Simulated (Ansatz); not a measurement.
A geometry of Au away from equilibrium: step 5 of the relaxation of a relaxed Au cell, doubled along one cell vector, shaken by Gaussian noise of σ = 0.08 Å a coordinate. All values below come from PBE (plane waves to 420 eV, PAW, scalar-relativistic; Ansatz, a program for electronic structure). Γ-centred k-mesh 12×12×2 on the run's cell (coarser than for final values), Fermi–Dirac smearing 0.05 eV.

```yaml
crystal:
  lattice:
    - [2.79982, -0.00547, 0.00532]
    - [-0.00547, 2.79745, 0.03642]
    - [0.03784, 0.25896, 19.70742]
  atoms:
    - { symbol: Au, position: [0.53238, 0.52012, 0.36599] }
    - { symbol: Au, position: [0.45323, 0.47517, 0.86209] }
    - { symbol: Au, position: [0.56768, 0.55810, 0.13805] }
    - { symbol: Au, position: [0.47321, 0.57228, 0.63399] }
    - { symbol: Au, position: [0.04774, 0.03530, 0.25166] }
    - { symbol: Au, position: [0.96719, 0.01293, 0.74767] }
    - { symbol: Au, position: [0.50045, 0.55627, 0.99994] }
    - { symbol: Au, position: [0.59746, 0.24321, 0.50161] }
```

Task: Predict the force on each atom, in eV/Å.

Result: 
```csv
atom,Fx,Fy,Fz
Au1,0.00,0.08,0.13
Au2,-0.01,-0.03,0.01
Au3,0.01,0.01,-0.03
Au4,-0.01,0.04,-0.26
Au5,0.01,-0.01,0.07
Au6,0.01,0.03,0.03
Au7,-0.01,0.02,-0.03
Au8,0.00,-0.15,0.08
```

Task: What is the pressure?

Result: -0.1 GPa, compression positive.

No spin polarisation in the result.

Of the parent cell (P4/mmm (No. 123)): it is a generated cell of Au: the first start was made by a random draw of sites in a space group, and the end was not matched to a known phase here, so it may be hypothetical. Known forms of Au include space group No. 225.
